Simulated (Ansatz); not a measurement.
SiO₂ in space group P3_121 (No. 152; O on 6c, Si on 3a), plane-wave PAW PBEsol (Ansatz code). The conduction-band minimum lies at Γ, with 1 equivalent valley. Second derivatives d²E/dk² of the lowest band at one valley (eV·Å²), along Cartesian directions:

```csv
direction,d²E/dk²
[100],15.21
[010],15.21
[001],15.62
[110],15.21
[101],15.41
[011],15.41
```

Problem. Find the principal effective masses, the density-of-states mass and the conductivity mass.

Solution. Off-diagonal terms follow from H_xy = H[110] − (H_xx + H_yy)/2, and m*/mₑ = 7.620 eV·Å² over each eigenvalue: 0.49, 0.50, 0.50. One valley's DOS mass (m₁m₂m₃)^(1/3) = 0.50, conductivity mass 3/(Σ 1/mᵢ) = 0.50 mₑ.

Problem. What effective density of states Nc follows at 300 K for parabolic valleys?

Solution. Nc = 2.509e19 × 1 × (0.50)^(3/2) ≈ 8.9e18 cm⁻³.

The cell was relaxed with PBEsol under the symmetry of its start.

Potentials: the later of the program's two PAW sets.

Edges and masses are those of Kohn–Sham bands, whose gap is no quasiparticle gap.
